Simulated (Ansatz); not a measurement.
The relaxed structure here is a generated cell of Co: the first start was made by placing the elements on the sites of a structure type, and the end was not matched to a known phase here, so it may be hypothetical. Known forms of Co include space group No. 194.

A relaxed cell of Co (Pm-3n (No. 223)), relaxed on a k-mesh at least as fine as the one used below. Calculation: PBEsol (plane waves to 420 eV, PAW, scalar-relativistic; Ansatz, an electronic-structure program). Γ-centred k-mesh 8×8×8 on the run's cell (coarser than for final values), Fermi–Dirac smearing 0.05 eV.

```
Co
1.0
    4.39674     0.00000     0.00000
    0.00000     4.39674     0.00000
    0.00000     0.00000     4.39674
Co
8
Direct
  0.25000   0.00000   0.50000
  0.75000   0.00000   0.50000
  0.00000   0.50000   0.25000
  0.00000   0.50000   0.75000
  0.50000   0.25000   0.00000
  0.50000   0.75000   0.00000
  0.00000   0.00000   0.00000
  0.50000   0.50000   0.50000
```
Spin-polarised start, with parallel moments on Co.

Every atom was then displaced, and the forces became (eV/Å):

```
atom     Fx     Fy     Fz
----  -----  -----  -----
Co1    0.10  -0.31   0.31
Co2    0.10  -0.09   0.43
Co3    0.35  -2.30   2.73
Co4    0.22  -0.80  -2.15
Co5   -0.15  -0.62   0.09
Co6   -0.23   0.18  -0.73
Co7   -0.07   3.63  -1.06
Co8   -0.33   0.32   0.37
```

Which atom was moved farthest relative to the others, and in which direction?

Co7, by (0.04, -0.22, 0.01) Å (0.23 Å, mean shift removed); the next is Co3 with 0.16 Å. Its force makes an angle of 163° with its move.

All displacements (Å):

```
atom      ux      uy      uz
----  ------  ------  ------
Co1   -0.019   0.115  -0.105
Co2   -0.013   0.038  -0.121
Co3   -0.055   0.159  -0.127
Co4   -0.046   0.001  -0.016
Co5    0.059   0.036  -0.104
Co6    0.027   0.017   0.058
Co7    0.046  -0.201  -0.061
Co8    0.010   0.010  -0.081
```

Estimate the energy cost of the displacement in the harmonic approximation and compare with the calculation.

For a harmonic well ΔE = −½ Σ F·u = 0.810 eV a cell, or 101 meV/atom. The calculated energy relative to the undisplaced cell is +0.09 eV/atom, so the harmonic estimate holds well.

Spin state reached: ferromagnetic (net 1.66 μB/atom), from parallel starting moments; other spin orders were not run from this start.

The run that gave the undisplaced cell could not lose the symmetry of its start; a randomly shaken copy of 8 atoms returns to this structure.
